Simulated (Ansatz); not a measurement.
Relax this structure to zero stress and force, keeping its symmetry:

```
Ge
1.0
     0.00000    2.82891    2.82891
     2.82891    0.00000    2.82891
     2.82891    2.82891    0.00000
Ge
2
Direct
  0.00000 0.00000 0.00000
  0.25000 0.25000 0.25000
```

Level of theory: Ansatz, DFT PBEsol, scalar-relativistic, plane waves, PAW.

Settings: cutoff 420 eV, Γ-centred mesh 14×14×14 on the computed 2-atom cell, Gaussian smearing of 0.10 eV; no spin polarisation.

What does it relax to?

The volume rises by 0.22 Å³/atom to 22.86 Å³/atom, and the energy falls by 0.4 meV/atom. Final structure:
```cif
data_structure
_symmetry_space_group_name_H-M 'Fd-3m:1'
_symmetry_Int_Tables_number 227
_cell_length_a 5.6758
_cell_length_b 5.6758
_cell_length_c 5.6758
_cell_angle_alpha 90.000
_cell_angle_beta 90.000
_cell_angle_gamma 90.000
_cell_volume 182.84
loop_
_atom_site_label
_atom_site_type_symbol
_atom_site_symmetry_multiplicity
_atom_site_Wyckoff_symbol
_atom_site_fract_x
_atom_site_fract_y
_atom_site_fract_z
_atom_site_occupancy
Ge1 Ge 8 b 0.00000 0.00000 0.50000 1
```